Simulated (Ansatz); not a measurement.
Ag:
```xyz
1
Lattice="0.0000 2.0267 2.0267 2.0267 0.0000 2.0267 2.0267 2.0267 0.0000" Properties=species:S:1:pos:R:3 pbc="T T T"
Ag     0.0000     0.0000     0.0000
```

Relaxed with PBEsol.

**Question.** List the phonon frequencies at the special points (DFPT on a 5×5×5 q-mesh, Fourier-interpolated; the program Ansatz at the PBEsol level (PAW)).

**Answer.** In cm⁻¹.

| q | frequencies |
|---|---|
| Γ | 0 0 0 |
| X | 118 118 176 |
| U | 106 138 160 |
| K | 106 138 160 |
| L | 79 79 180 |
| W | 114 147 147 |

Space group Fm-3m (fcc (Cu type)). Symmetry was held in the PBEsol relaxation. No spin polarisation was allowed. As this level gives no gap, phonon frequencies hold no LO–TO term and depend on the k-mesh and smearing (Fermi–Dirac, 0.1 eV here).

Potentials: the earlier of the program's two PAW sets. The files were generated under PBE; for other functionals the program regenerates the frozen cores, and for LDA and PBEsol the local potential too.
